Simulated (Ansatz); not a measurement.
Relaxed-ion elastic tensor of InAg₃ (Cu3Au type, Pm-3m) in GPa (Voigt order), the program Ansatz at the LDA level (PAW); density 10.68 g/cm³, 17.04 Å³ per atom.

```
 140   112   112   0.0   0.0   0.0
 112   140   112   0.0   0.0   0.0
 112   112   140   0.0   0.0   0.0
 0.0   0.0   0.0  50.7   0.0   0.0
 0.0   0.0   0.0   0.0  50.7   0.0
 0.0   0.0   0.0   0.0   0.0  50.7
```

### Question
Is the crystal mechanically stable?

### Answer
Yes: the smallest eigenvalue of C is 28.2 GPa.

### Question
Work out the Voigt, Reuss and Hill averages.

### Answer
K_V = 121, K_R = 121, K_H = 121; G_V = 36.1, G_R = 24.9, G_H = 30.5 GPa.

### Question
Give Young's modulus, Poisson's ratio, Pugh's ratio and the universal anisotropy index.

### Answer
E = 9KG/(3K + G) = 84.4 GPa; ν = 0.38; K/G = 3.97 (ductile by the Pugh limit of 1.75); A_U = 5G_V/G_R + K_V/K_R − 6 = 2.25.

### Question
Estimate the sound speeds and the Debye temperature.

### Answer
v_l = √((K + 4G/3)/ρ) = 3890 m/s, v_t = √(G/ρ) = 1690 m/s, mean 1910 m/s; Θ = (h/k)(3n/4πV)^(1/3) v_m = 221 K.

### Question
Give the Zener ratio and Young's modulus along [100], [110] and [111].

### Answer
A = 2C44/(C11 − C12) = 3.59; 1/E = S11 − 2(S11 − S12 − S44/2)Γ with Γ = 0, 1/4, 1/3 gives 40.8, 85.1, 134 GPa.

The workflow started from a Materials Project entry (that database holds measured and hypothetical structures alike); the Crystallography Open Database files this formula in space group No. 221, but the cells were not matched. Whether it is the stable phase at ambient conditions was not checked. The cell was relaxed with LDA under the symmetry of its start; of distortions, only those at the zone centre were tested. No spin polarisation was allowed. As this level gives no gap, shear constants depend on the k-mesh and smearing (Fermi–Dirac, 0.1 eV here).

Potentials: the later of the program's two PAW sets.
